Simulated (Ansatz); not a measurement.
Relaxed Si (diamond):

```xyz
2
Lattice="0.0000 2.7352 2.7352 2.7352 0.0000 2.7352 2.7352 2.7352 0.0000" Properties=species:S:1:pos:R:3 pbc="T T T"
Si     2.7352     2.7352     2.7352
Si     4.1027     4.1027     4.1027
```

In each cell atom 2 (Si, nearest neighbour Si at 2.369 Å; its periodic images, 3.9 Å or more away, move with it) moves by s·(1.000, 0.000, 0.000) (along Cartesian x), the rest being held.

Calculation: PBE (plane waves to 420 eV, PAW, scalar-relativistic; Ansatz, a first-principles code). k mesh 8×8×8 (Γ-centred), Fermi-Dirac smearing 0.05 eV. The energy includes the smearing's −TS. As the smearing reaches across the gap at some points, energies and forces of such displacements shift with the k mesh and the smearing. Si was relaxed with its symmetry unable to fall. The zero of ΔE is the undisplaced structure. The last digit holds for this mesh only.

```csv
s (Å),ΔE (meV/cell)
-0.710,2446.4
-0.568,1723.1
-0.426,1046.7
-0.284,withheld
-0.142,129.1
0.000,0.0
0.142,129.1
0.284,withheld
0.426,1046.7
0.568,1723.1
0.710,2446.4
```

### Question
Fit an even polynomial form (powers 2, 4, 6) to the given rows and predict ΔE at s = 0.284.

### Answer
Least squares on the 9 given rows: ΔE = (6393)·s² + (-3635)·s⁴ + (1152)·s⁶, in meV/cell with s in Å; root-mean-square residual 0.85 meV/cell. At 0.284 the fit gives 492.6 meV/cell; the calculation gives 491.1 meV/cell, so the interpolation is off by 1.5 (+0.3 %). The quadratic term alone would give 515.6 meV/cell.

(For displaced atoms, the force is minus the slope of the energy, and its curvature is a force constant, which sets phonon frequencies.)
